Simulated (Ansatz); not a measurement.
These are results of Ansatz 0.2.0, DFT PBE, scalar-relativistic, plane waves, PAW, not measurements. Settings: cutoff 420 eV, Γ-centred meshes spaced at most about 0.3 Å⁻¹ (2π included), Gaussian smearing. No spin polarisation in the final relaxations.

These are static total energies at zero pressure.

Two forms of CeHf₃O₈ were relaxed alike.

A.

```
Ce Hf O
1.0
     3.66184    0.00000    0.00000
     0.00000    3.66184    0.00000
     0.00000    0.00000   10.42189
Ce Hf O
1 3 8
Direct
  0.50000 0.50000 0.00000
  0.00000 0.00000 0.74328
  0.00000 0.00000 0.25672
  0.50000 0.50000 0.50000
  0.50000 0.00000 0.86368
  0.00000 0.50000 0.13632
  0.50000 0.00000 0.37847
  0.00000 0.50000 0.62153
  0.50000 0.00000 0.13632
  0.00000 0.50000 0.37847
  0.50000 0.00000 0.62153
  0.00000 0.50000 0.86368
```

B.

```
Ce Hf O
1.0
     3.65204   -5.19707    0.00000
     3.65204    5.19707    0.00000
     0.00000    0.00000    3.68178
Ce Hf O
1 3 8
Direct
  0.50000 0.50000 0.00000
  0.00000 0.00000 0.00000
  0.00000 0.50000 0.50000
  0.50000 0.00000 0.50000
  0.87774 0.12226 0.50000
  0.88906 0.63135 0.00000
  0.36865 0.11094 0.00000
  0.36540 0.63460 0.50000
  0.63460 0.36540 0.50000
  0.63135 0.88906 0.00000
  0.11094 0.36865 0.00000
  0.12226 0.87774 0.50000
```

Task: Which placement of the atoms is lower in energy, and by how much?

Result: B is lower, by 3 meV/atom. The two share one framework of sites and differ in which element sits where. A has Ce and Hf ordered on fluorite sites, space group P4/mmm (No. 123), 11.6 Å³/atom and a gap of 1.75 eV on its mesh; B has Ce and Hf ordered on fluorite sites, space group Cmmm (No. 65), 11.6 Å³/atom and a gap of 1.54 eV. Counting O atoms around Ce and Hf (those within 1.25 times the shortest such distance or 1.15 times the sum of covalent radii), A and B both have Ce 8, Hf 8. In A, around Ce lie 8 O at 2.32 Å, 4 Ce at 3.66 Å and 8 Hf at 3.72 Å; around Hf on a site of symmetry 4mm lie 8 O at 2.22–2.23 Å, 8 Hf at 3.62–3.66 Å and 4 Ce at 3.72 Å; around O on its first site lie 2 Hf at 2.22 Å, 2 Ce at 2.32 Å, 5 O at 2.52–2.59 Å and 1 O at 2.84 Å; 2 more sites not described. In B, around Ce lie 8 O at 2.31–2.33 Å, 10 Hf at 3.65–3.67 Å and 2 Ce at 3.68 Å; Hf on a site of symmetry mmm is surrounded by 8 O at 2.20–2.24 Å, 2 Ce at 3.65 Å and 10 Hf at 3.67–3.68 Å; around O on a site of symmetry m2m lie 4 Hf at 2.24–2.26 Å and 6 O at 2.53–2.54 Å; 3 more sites not described. Both come from invented guesses.

These runs have no spin–orbit coupling, which can matter for Hf. Kohn–Sham gaps at this level usually fall short of measured ones. The 4f shell of Ce is treated without a Hubbard U, which places its levels poorly. Cells relaxed within their symmetry can be saddle points.
